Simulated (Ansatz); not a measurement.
## YbGe2 in the AlB2-type structure

The computed numbers are results of PBEsol, scalar-relativistic (no spin polarisation) in the plane-wave PAW code Ansatz at 420 eV, 10×10×8 k-mesh, Gaussian smearing of 0.05 eV; PAW files: Ansatz's generated set soft_2.

```xyz
3
Lattice="4.2997 0.0000 0.0000 -2.1498 3.7236 0.0000 0.0000 0.0000 3.8935" Properties=species:S:1:pos:R:3 pbc="T T T"
Yb    0.0000    0.0000    0.0000
Ge    0.0000    2.4824    1.9468
Ge    2.1498    1.2412    1.9468
```

The structure was built from a prototype; whether the compound forms in it isn't claimed.

Cell and atoms are those of this level's equilibrium.

The cell has space group P6/mmm (read at 0.01 Å). In it the stress is 0.03, 0.03, -0.02, 0.00, 0.00, 0.00 GPa and the largest force component 0.000 eV/Å. Each change below starts from this cell, without further relaxation. Stress is in GPa, positive in compression, in the order xx, yy, zz, yz, xz, xy; energies are counted from the cell above and are free energies with the smearing's entropy, which match forces and stress in a metal.

Question: What happens when atom 1 (Yb) is moved by 0.12 Å along y?

Answer: The energy changes by 20.1 meV per cell, and the force on it along the shift is -0.337 eV/Å (−F/u = 2.81 eV/Å²). Stress: 0.13, 0.33, 0.29, 0.00, 0.00, 0.00.
| atom | Fx (eV/Å) | Fy | Fz |
| --- | --- | --- | --- |
| Yb1 | 0.000 | -0.337 | 0.000 |
| Ge2 | 0.000 | 0.199 | 0.000 |
| Ge3 | 0.000 | 0.139 | 0.000 |
In a harmonic crystal the energy would rise by −½F·u = ½ × 2.81 × 0.12² eV = 20.2 meV, which matches.

Question: What stress follows from an engineering strain of 2 % in xz, atoms carried along?

Answer: 0.08, 0.04, 0.01, 0.00, -0.57, 0.00 GPa; the energy changes by 2.2 meV per cell.
The change of the stress over the strain gives a clamped-atom stiffness of about 29 GPa for this component.
In a harmonic crystal the energy would rise by V(½Cε² − σ₀ε), with σ₀ the stress of the unstrained cell, = 2.2 meV, which matches.

Without a U the 4f levels of Yb lie too near the Fermi level, so their share of the states there, and what hangs on it, is overstated. Scalar-relativistic only: spin–orbit splittings of the heavy atoms' levels are missing. Spin polarisation wasn't allowed in this run, so with an open shell this may not be the ground state.
